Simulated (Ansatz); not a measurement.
ZnGaNO:
```xyz
8
Lattice="3.3518 0.0000 0.0000 -1.6759 2.9028 0.0000 0.0000 0.0000 9.1832" Properties=species:S:1:pos:R:3 pbc="T T T"
Ga     0.0000     1.9352     8.9090
N      0.0000     1.9352     1.7172
Ga     1.6759     0.9676     2.2522
N      1.6759     0.9676     4.2616
Zn     0.0000     1.9352     4.3718
O      0.0000     1.9352     6.9016
Zn     1.6759     0.9676     6.3918
O      1.6759     0.9676     8.7808
```

Relaxed with r²SCAN. Special points in fractions of this cell's reciprocal vectors: Γ (0.000, 0.000, 0.000); M (0.500, 0.000, 0.000); K (0.333, 0.333, 0.000); A (0.000, 0.000, 0.500); L (0.500, 0.000, 0.500); H (0.333, 0.333, 0.500).

Problem. List the band energies nearest the valence-band maximum at these points for DFT-r²SCAN in the program Ansatz with PAW potentials.

Solution. In eV from the valence-band maximum; about four levels below and three above (degenerate sets whole), none deeper than 8.9 eV; points with the same levels are listed once.

```json
[
 {"k": "Γ", "below": "-2.03 -2.03 -2.02 0.00 0.00", "above": "0.21 2.84 3.48"},
 {"k": "M", "below": "-3.33 -2.41 -2.15 -1.81", "above": "3.66 4.04 4.65"},
 {"k": "K", "below": "-3.76 -3.35 -1.99 -1.77", "above": "5.36 5.74 5.81"},
 {"k": "A", "below": "-2.03 -2.03 0.00 0.00", "above": "1.65 1.82 3.02"},
 {"k": "L", "below": "-3.19 -2.85 -2.01 -1.82", "above": "3.45 3.85 4.58"},
 {"k": "H", "below": "-3.30 -3.01 -2.60 -2.36", "above": "5.25 5.49 5.82"}
]
```

Space group P3m1. The start of the workflow was typed in or built on a structure type; the Crystallography Open Database copy checked does not list it. Its standing as an ambient phase is unchecked. The cell was relaxed with r²SCAN under the symmetry of its start; whether a distortion lowers the energy is not shown. Scalar-relativistic: spin–orbit coupling is off unless named, which matters more the heavier the elements.

Potentials: the earlier of the program's two PAW sets.
